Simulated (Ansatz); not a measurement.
SrVHO$_{2}$:
```xyz
5
Lattice="3.9344 0.0000 0.0000 0.0000 3.9344 0.0000 0.0000 0.0000 3.7292" Properties=species:S:1:pos:R:3 pbc="T T T"
Sr     1.9672     1.9672     1.8646
V      0.0000     0.0000     0.0000
O      1.9672     0.0000     0.0000
O      0.0000     1.9672     0.0000
H      0.0000     0.0000     1.8646
```
The run is spin-polarised; directions of the spins, atom by atom: 0 ↑ 0 0 0.

Relaxed with PBE. Special points in fractions of this cell's reciprocal vectors: Γ (0.000, 0.000, 0.000); X (0.000, 0.500, 0.000); M (0.500, 0.500, 0.000); Z (0.000, 0.000, 0.500); R (0.000, 0.500, 0.500); A (0.500, 0.500, 0.500).

Problem. List the band energies nearest the Fermi level at these points for PBE in the plane-wave PAW code Ansatz.

Solution. In eV from the Fermi level; about four levels below and three above (degenerate sets whole), none deeper than 8.9 eV; points with the same levels are listed once.

```
k                            below           above
---  -----------------------------  --------------
Γ ↑  -3.24 -3.24 -1.37 -1.25 -1.25  1.07 1.95 2.87
X ↑        -4.85 -4.77 -4.72 -1.14  0.40 0.41 1.59
M ↑        -5.83 -5.41 -5.41 -2.80  0.40 0.40 0.74
Z ↑        -1.57 -1.57 -1.21 -0.43  1.09 5.18 5.40
R ↑        -4.06 -2.82 -1.92 -0.43  0.20 0.39 2.32
A ↑  -5.27 -5.27 -5.09 -2.66 -0.19  0.28 0.28 0.97
Γ ↓        -4.33 -3.74 -3.25 -3.25  0.15 0.69 0.69
X ↓        -4.69 -4.65 -4.63 -4.56  0.90 1.67 1.84
M ↓        -5.48 -5.09 -5.09 -2.81  2.26 2.26 2.27
Z ↓        -4.75 -3.41 -3.41 -2.29  0.28 0.28 0.40
R ↓        -4.49 -4.06 -2.78 -0.31  0.77 1.86 1.87
A ↓        -4.93 -4.93 -4.92 -2.68  1.05 2.00 2.00
```

Space group P4/mmm. The start of the workflow was typed in or built on a structure type; neither database checked (COD, Materials Project) lists it. Whether it is the stable phase at ambient conditions was not checked. Symmetry was held in the PBE relaxation; whether a distortion lowers the energy is not shown. Spin order of the final state: ferromagnetic, the only order run, not a proven ground state. The cell computed holds one magnetic atom, so no antiferromagnetic order was within reach. No Hubbard U is applied. The compound may be a true metal, but semilocal functionals without U, or a wrong spin order, can also close a gap. Scalar-relativistic: spin–orbit coupling is off unless named, which matters more the heavier the elements.

Potentials: the earlier of the program's two PAW sets.
